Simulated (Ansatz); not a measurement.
The relaxed structure here is a generated cell of V: the first start was made by placing the elements on the sites of a structure type, and the end was not matched to a known phase here, so it may be hypothetical. Known forms of V include space group No. 229.

The end point of a relaxation of V. Space group P4₂/mnm (No. 136). The numbers are results of PBEsol (plane waves to 420 eV, PAW, scalar-relativistic; Ansatz, an electronic-structure program), not measurements.

```xyz
4
Lattice="4.3433 0.0000 0.0000 0.0000 4.3433 0.0000 0.0000 0.0000 2.8193" Properties=species:S:1:pos:R:3 pbc="T T T"
V      2.9324     2.9324     1.4097
V      0.7607     3.5826     0.0000
V      3.5826     0.7607     0.0000
V      1.4110     1.4110     1.4097
```

Question: Estimate the magnetic moment that PBEsol returns for this input.

Answer: Zero (the starting moments vanished).

No spin polarisation in the result: the starting moments vanished.

The run could not lose the symmetry of its start, so the end can be a saddle point.
